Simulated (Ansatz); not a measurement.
**Which starts lead to the lowest Sc₂As₃Se₃ cell?**

Level of theory: Ansatz 0.2.0, DFT PBE, scalar-relativistic, plane waves, PAW. The screen uses 420 eV, coarse Γ-centred meshes (up to 0.6 Å⁻¹ on the start cell), Gaussian smearing of 0.2 eV, tolerances of 0.08 eV/Å and 0.8 GPa and 16 steps at most, with the symmetry of each start kept. No spin polarisation. Energies are free energies per atom, good to about 0.1 eV/atom between metallic cells, end volumes are rough, and groups of ends are read at 0.1 Å.

The candidates are structure types from databases with the species swapped, cells proposed by chemical analogy and random cells on Wyckoff sites, with guessed sizes.

```csv
#,made from,sites,V start (Å³/atom)
1,Dy2In3Sn3 cell (Pmmm),"Sc 2q; As 1g, 1b, 1d; Se 2t, 1e",23.3
2,random sites (P3m1),"Sc 1a, 1c; As 3d; Se 3d",24.8
3,random sites (P-4m2),"Sc 2g; As 2f, 1c; Se 2g, 1b",29.9
4,random sites (P3m1),"Sc 1b, 1b; As 1a, 1c, 1c; Se 3d",26.3
5,proposed by analogy (P31m),Sc 2b; As 3c; Se 3c,23.0
6,proposed by analogy (R-3m),"Sc 6c; As 6c, 3b; Se 3a, 6c",23.0
7,K3Sb2Au3 cell (R-3m),"Sc 6c; As 3b, 6c; Se 9e",25.1
8,Ce2In3Sn3 cell (Pmmm),"Sc 2q; As 2t, 1g; Se 1e, 1d, 1b",22.9
9,random sites (Pm-3m),"Sc 1b, 1a; As 3d; Se 3c",23.7
10,random sites (P-3m1),"Sc 2d; As 3f; Se 2c, 1b",28.2
11,proposed by analogy (P-62m),Sc 2e; As 3f; Se 3g,23.1
12,random sites (P4/mmm),"Sc 2f; As 1a, 2h; Se 1b, 1c, 1d",23.8
13,random sites (I4/mmm),"Sc 4d; As 2b, 4e; Se 4c, 2a",25.8
14,random sites (P6/mmm),"Sc 2c; As 2e, 1a; Se 3f",25.6
15,La2Sn3Pb3 cell (Pmmm),"Sc 2q; As 2t, 1e; Se 1g, 1b, 1d",23.5
16,Cr3Si2Mo3 cell (R32),Sc 6c; As 9d; Se 9e,21.6
17,random sites (P4/mmm),"Sc 1a, 1c; As 2h, 1b; Se 2f, 1d",23.1
18,Nb2Al3Ga3 cell (P-4m2),"Sc 2g; As 1d, 1a, 1c; Se 2g, 1b",22.4
19,random sites (Cmmm),"Sc 4k; As 4f, 2d; Se 4i, 2b",25.8
20,Nb3V3Ge2 cell (R32),Sc 6c; As 9e; Se 9d,23.4
21,random sites (P-62m),"Sc 1b, 1a; As 3f; Se 3f",29.9
22,random sites (P-6m2),"Sc 1b, 1a; As 1e, 2h; Se 1d, 2g",27.2
23,La2Tl3Sn3 cell (Pmmm),"Sc 2q; As 1e, 1d, 1b; Se 2t, 1g",22.5
24,proposed by analogy (R-3),"Sc 9d, 3b; As 18f; Se 18f",23.0
25,random sites (R-3m),"Sc 6c; As 9d; Se 6c, 3a",25.6
26,K3Cu3P2 cell (R-3m),"Sc 6c; As 9e; Se 3b, 6c",24.3
27,random sites (P6mm),"Sc 2b; As 2b, 1a; Se 2b, 1a",23.9
```

Problem. Which candidates end lowest after the short relaxation, and how do the others rank?

Solution. The lowest end has space group R-3m (No. 166) and 24.7 Å³/atom; only candidate 6 reaches it. The lowest start before relaxing, candidate 6, is that one.

```csv
#,E start (eV/atom),E end (eV/atom),end group,V end (Å³/atom),finished,same end as
6,0.16,0.00,R-3m,24.7,yes,-
18,0.44,0.13,P-4m2,23.0,stopped early,-
23,0.58,0.14,Pmmm,23.6,stopped early,-
1,0.62,0.15,Pmmm,22.8,stopped early,23
13,0.69,0.25,I4/mmm,21.9,yes,-
8,0.59,0.26,Pmmm,20.8,yes,-
15,0.63,0.26,Pmmm,20.8,yes,8
24,0.59,0.28,R-3,25.7,yes,-
5,0.69,0.29,P31m,29.5,yes,-
16,0.43,0.33,R32,21.1,yes,-
20,0.52,0.33,R32,20.8,yes,16
22,1.44,0.33,P-6m2,24.9,yes,-
26,1.13,0.35,R-3m,21.7,yes,-
11,1.01,0.39,P-62m,22.8,yes,-
9,0.44,0.42,Pm-3m,22.4,yes,-
19,1.78,0.49,Cmmm,26.9,yes,-
2,4.22,0.50,P3m1,21.1,stopped early,-
25,3.44,0.56,R-3m,51.6,yes,-
3,1.27,0.61,P-4m2,31.0,yes,-
7,0.87,0.64,R-3m,23.1,yes,-
14,5.20,0.71,P6/mmm,55.9,yes,-
10,1.01,0.71,P-3m1,27.6,yes,-
27,3.77,0.85,P6mm,22.5,yes,-
17,2.09,0.96,P4/mmm,33.5,yes,-
4,7.49,1.03,P3m1,27.9,stopped early,-
12,1.73,1.04,P4/mmm,33.7,yes,-
21,9.28,1.22,P-62m,36.5,stopped early,-
```

Energies count from the lowest end; groups are read at 0.1 Å. Cells stopped early, at the step cap or the time limit, are upper bounds. Ends are matched loosely, so a merged end can be a slightly distorted copy, and ends listed apart can be strained forms of one structure.

Weakly bound directions are ill-defined at this level, which has no dispersion term (R-3m), and this can change margins and order among such cells. The runs shown took about 33 CPU minutes on Intel(R) Xeon(R) 6975P-C (Granite Rapids), a shared host. Some types were kept out of the candidates beforehand, so the set may lack a known form.
